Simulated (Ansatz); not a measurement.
NaH (rock salt), conventional cell a = b = c = 4.792 Å, α = β = γ = 90.00°. The calculation uses the primitive cell of 2 atoms, to which meshes and values per cell refer.

The relaxed cell is deformed in two ways at once: its volume V is scaled, and at that volume it is stretched along z (the c axis of the conventional cell) so that c/a changes. Fractional atomic positions are held.

Computed with PBEsol (plane waves to 420 eV, PAW, scalar-relativistic; Ansatz, a program for electronic structure). k mesh 12×12×12 (Γ-centred), Fermi-Dirac smearing 0.05 eV. E stands for the smeared free energy. NaH was relaxed with its symmetry unable to fall. The zero of ΔE is the relaxed starting cell.

Problem. Estimate the ΔE (eV/atom) for all points of the grid V/V₀ = 0.960, 0.980, 1.000, 1.020, 1.040 by (c/a)/(c/a)₀ = 0.880, 0.940, 1.000, 1.060, 1.120.

Solution. ΔE (eV/atom), with V/V₀ across and (c/a)/(c/a)₀ down:

```tsv
(c/a)/(c/a)₀ \ V/V₀	0.960	0.980	1.000	1.020	1.040
0.880	0.0223	0.0197	0.0180	0.0173	0.0173
0.940	0.0063	0.0047	0.0040	0.0041	0.0050
1.000	0.0018	0.0004	0.0000	0.0004	0.0015
1.060	0.0055	0.0040	0.0033	0.0035	0.0044
1.120	0.0157	0.0134	0.0121	0.0117	0.0121
```

(A scan under strain: stresses follow from slopes of the energy per volume, elastic moduli from its curvatures.)
